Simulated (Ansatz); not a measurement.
## Relaxing indium (hcp)

Level of theory: DFT, LDA (PW92), plane waves (420 eV) with PAW, scalar-relativistic in Ansatz 0.2.0. The PAW files were generated under PBE, with cores re-solved for the functional.

k-point mesh 11×11×6, Fermi-Dirac smearing 0.1 eV, no spin polarisation. Cell and atoms relax.

Starting structure:

```yaml
crystal:
  lattice:
    - [3.3313943041, 0.0, 0.0]
    - [-1.665697152, 2.8850720974, 0.0]
    - [0.0, 0.0, 5.4401668986]
  atoms:
    - { symbol: In, position: [0.3333333333, 0.6666666667, 0.25] }
    - { symbol: In, position: [0.6666666667, 0.3333333333, 0.75] }
hamiltonian:
  xc: lda
  pseudopotentials:
    kind: paw
    azcp:
      In: "pseudopotentials/In.paw.azcp"
basis:
  ecutwfc: 420
  fft_grid_basis: typed
kpoints:
  mp_grid: { grid: [11, 11, 6], shift: [0, 0, 0] }
magnetization:
  spin_polarized: false
scf:
  occupations: { method: fermi_dirac, width: 0.1 }
relax:
  max_steps: 60
  f_tol: 0.01
  cell: {}
output:
  write_density: true
  write_potential: true
  elf: true
  volumetric_format: npy
```

Problem. The pressure at the start is -2.3 GPa. By how much does the volume change?

Solution. From 26.14 to 24.73 Å³ per atom, -5.4 %. The final cell has a = 3.273 Å, c = 5.329 Å (c/a = 1.628).

Problem. How much energy does the relaxation gain?

Solution. 11.1 meV per atom.

Path of the relaxation (the plane waves are chosen anew near the end, which can shift the energy a little):

| step | E − E(final) (meV/atom) | V (Å³/atom) | P (GPa) | max force (eV/Å) |
| --- | --- | --- | --- | --- |
| 0 | 11.07 | 26.144 | -2.34 | 0.000 |
| 1 | -0.21 | 24.725 | 0.00 | 0.000 |
| 2 | 0.00 | 24.725 | -0.01 | 0.000 |
